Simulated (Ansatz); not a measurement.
BaCuTeF in space group P4/nmm (No. 129; Ba on 2c, Cu on 2a, Te on 2c, F on 2b), PBEsol in the plane-wave PAW code Ansatz. The conduction-band minimum lies at Γ, with 1 equivalent valley. Second derivatives d²E/dk² of the lowest band at one valley (eV·Å²), along Cartesian directions:

```csv
direction,d²E/dk²
[100],32.07
[010],32.07
[001],5.561
[110],32.11
[101],18.83
[011],18.83
```

Task: Find the principal effective masses, the density-of-states mass and the conductivity mass.

Result: Off-diagonal terms follow from H_xy = H[110] − (H_xx + H_yy)/2, and m*/mₑ = 7.620 eV·Å² over each eigenvalue: 0.24, 0.24, 1.4. One valley's DOS mass (m₁m₂m₃)^(1/3) = 0.43, conductivity mass 3/(Σ 1/mᵢ) = 0.33 mₑ.

Task: What effective density of states Nc follows at 300 K for parabolic valleys?

Result: Nc = 2.509e19 × 1 × (0.43)^(3/2) ≈ 7.1e18 cm⁻³.

The workflow started from a Materials Project entry (that database holds measured and hypothetical structures alike); the Crystallography Open Database copy checked does not list it. Whether it is the stable phase at ambient conditions was not checked. Symmetry was held in the PBEsol relaxation; phonons show weakly imaginary modes. No spin polarisation was allowed. No Hubbard U is applied. Spin–orbit coupling is left out wherever it is not named.

Potentials: the earlier of the program's two PAW sets. The files were generated under PBE; for other functionals the program regenerates the frozen cores, and for LDA and PBEsol the local potential too.

Edges and masses are those of Kohn–Sham bands, whose gap is no quasiparticle gap.
